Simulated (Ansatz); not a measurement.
MoP in space group P-6m2 (No. 187; Mo on 1a, P on 1f) at seven volumes, LDA (plane waves, PAW; program Ansatz), shape and atoms relaxed at each. One row is withheld.

```csv
V (Å³/atom),P (GPa)
12.667,27.91
13.085,17.10
13.502,7.87
13.920,0.00
14.338,-6.71
14.755,?
15.173,-17.27
```

Problem. Fit the shown pressures and predict the withheld one.

Solution. P = (3/2)B₀(x^(7/2) − x^(5/2))[1 + (3/4)(B′ − 4)(x − 1)] with x = (V₀/V)^(2/3). Least squares on the six rows gives V₀ = 13.920 Å³/atom, B₀ = 241 GPa, B′ = 4.31. At V = 14.755, x = 0.9619 and P = -12.39 GPa. The run itself gave -12.42 GPa.

The LDA relaxation kept the symmetry of its start; of distortions, only those at the zone centre were tested. No spin polarisation was allowed.

Potentials: the later of the program's two PAW sets.
